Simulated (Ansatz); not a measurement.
Relaxed-ion elastic tensor of Hf (fcc (Cu type), space group No. 225) in GPa (Voigt order), r²SCAN in the plane-wave PAW code Ansatz; density 13.19 g/cm³, 22.47 Å³ per atom.

|  | 1 | 2 | 3 | 4 | 5 | 6 |
|---|---|---|---|---|---|---|
| 1 | 137 | 86.0 | 86.0 | 0.0 | 0.0 | 0.0 |
| 2 | 86.0 | 137 | 86.0 | 0.0 | 0.0 | 0.0 |
| 3 | 86.0 | 86.0 | 137 | 0.0 | 0.0 | 0.0 |
| 4 | 0.0 | 0.0 | 0.0 | 73.7 | 0.0 | 0.0 |
| 5 | 0.0 | 0.0 | 0.0 | 0.0 | 73.7 | 0.0 |
| 6 | 0.0 | 0.0 | 0.0 | 0.0 | 0.0 | 73.7 |

Is the crystal mechanically stable?

Yes: the smallest eigenvalue of C is 51.3 GPa.

Work out the Voigt, Reuss and Hill averages.

K_V = 103, K_R = 103, K_H = 103; G_V = 54.5, G_R = 42.1, G_H = 48.3 GPa.

Give Young's modulus, Poisson's ratio, Pugh's ratio and the universal anisotropy index.

E = 9KG/(3K + G) = 125 GPa; ν = 0.30; K/G = 2.13 (ductile by the Pugh limit of 1.75); A_U = 5G_V/G_R + K_V/K_R − 6 = 1.47.

Estimate the sound speeds and the Debye temperature.

v_l = √((K + 4G/3)/ρ) = 3560 m/s, v_t = √(G/ρ) = 1910 m/s, mean 2140 m/s; Θ = (h/k)(3n/4πV)^(1/3) v_m = 225 K.

Give the Zener ratio and Young's modulus along [100], [110] and [111].

A = 2C44/(C11 − C12) = 2.88; 1/E = S11 − 2(S11 − S12 − S44/2)Γ with Γ = 0, 1/4, 1/3 gives 71.0, 130, 179 GPa.

Space group Fm-3m (fcc (Cu type)). The workflow started from a Materials Project entry (that database holds measured and hypothetical structures alike); the Crystallography Open Database files this formula in space group No. 225, but the cells were not matched. It is not the phase usual at ambient conditions (space group No. 194). Symmetry was held in the r²SCAN relaxation; its stability against distortions is not shown here. The run is not spin-polarised. As this level gives no gap, shear constants depend on the k-mesh and smearing (Fermi–Dirac, 0.1 eV here). Scalar-relativistic: spin–orbit coupling is off unless named, which matters more the heavier the elements.

Potentials: the later of the program's two PAW sets.
